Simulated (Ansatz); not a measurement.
AgW (CsCl type, Pm-3m) at seven volumes, plane-wave PAW PBEsol (Ansatz code), scaled uniformly. One row is withheld.

| V (Å³/atom) | P (GPa) |
|---|---|
| 14.577 | 26.62 |
| 15.058 | 16.17 |
| 15.538 | 7.38 |
| 16.019 | 0.00 |
| 16.499 | -6.19 |
| 16.980 | ? |
| 17.461 | -15.71 |

Q: Fit the shown pressures and predict the withheld one.

A: Third-order Birch–Murnaghan: P = (3/2)B₀(x^(7/2) − x^(5/2))[1 + (3/4)(B′ − 4)(x − 1)] with x = (V₀/V)^(2/3). Least squares on the six rows gives V₀ = 16.019 Å³/atom, B₀ = 224.6 GPa, B′ = 4.84. At V = 16.980, x = 0.9619 and P = -11.37 GPa. The run itself gave -11.38 GPa.

The start of the workflow was typed in or built on a structure type; neither database checked (COD, Materials Project) lists it. Whether it is the stable phase at ambient conditions was not checked. The PBEsol relaxation kept the symmetry of its start. At this level the phase is mechanically unstable. No spin polarisation was allowed. Its formation energy is positive at this level, so the cell may be metastable or incomplete. Scalar-relativistic: spin–orbit coupling is off unless named, which matters more the heavier the elements.

Potentials: the later of the program's two PAW sets.
